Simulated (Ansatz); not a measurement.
One crystal and one scan (scan of one atom of the cell) at two levels, PBE-D3(BJ) (plane waves to 420 eV, PAW, scalar-relativistic; Ansatz, a quantum-chemistry and plane-wave program) and PBEsol-D3(BJ) (plane waves to 420 eV, PAW, scalar-relativistic; Ansatz), each from its own relaxed cell and on its own mesh.

The crystal is SnO (litharge type, space group P4/nmm); one O atom of a 4-atom cell moves by s along Cartesian [110], with its periodic images.

Energies are smeared free energies. SnO was relaxed with its symmetry unable to fall. The PAW data are Ansatz's earlier set. With partly filled bands, energies and forces of such displacements shift with the k mesh and the smearing.

```json
[
 {"quantity": "Lattice constant a (Å)", "run 1": "3.769", "run 2": "3.836"},
 {"quantity": "Lattice constant c (Å)", "run 1": "4.560", "run 2": "4.757"},
 {"quantity": "Relaxed volume (Å³/atom)", "run 1": "16.19", "run 2": "17.50"},
 {"quantity": "Force constant k = d²E/ds² at s = 0 (finite differences) (eV/Å²)", "run 1": "8.74", "run 2": "7.65"}
]
```

Problem. Which run is which level?

Solution. Run 2 is PBE-D3(BJ), run 1 is PBEsol-D3(BJ). PBE-D3(BJ) gives the higher value for: lattice constant a; lattice constant c; relaxed volume. PBE-D3(BJ) gives the lower value for: force constant k = d²E/ds² at s = 0. (PBE-D3(BJ)) At this level the bands of SnO touch or barely overlap; measurements give the solid a gap. Both give the same shape of the curve: a single well with its minimum at or next to zero displacement. Neither level is exact: the differences show how much the result hangs on the functional.

(For displaced atoms, the force is minus the slope of the energy, and its curvature is a force constant, which sets phonon frequencies.)
